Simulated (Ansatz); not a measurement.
CoSi2 (fluorite or antifluorite type, Fm-3m) at seven volumes, PBE in the plane-wave PAW code Ansatz, scaled uniformly. One row is withheld.

```
V (Å³/atom)  P (GPa)
-----------  -------
11.680         20.90
12.065         12.75
12.450          5.85
12.835          0.00
13.220         -4.94
13.605             ?
13.990        -12.58
```

Fit the shown pressures and predict the withheld one.

P = (3/2)B₀(x^(7/2) − x^(5/2))[1 + (3/4)(B′ − 4)(x − 1)] with x = (V₀/V)^(2/3). Least squares on the six rows gives V₀ = 12.836 Å³/atom, B₀ = 178 GPa, B′ = 4.61. At V = 13.605, x = 0.9620 and P = -9.06 GPa. The run itself gave -9.11 GPa.

The cell was relaxed with PBE under the symmetry of its start. The run is not spin-polarised.

Potentials: the earlier of the program's two PAW sets.
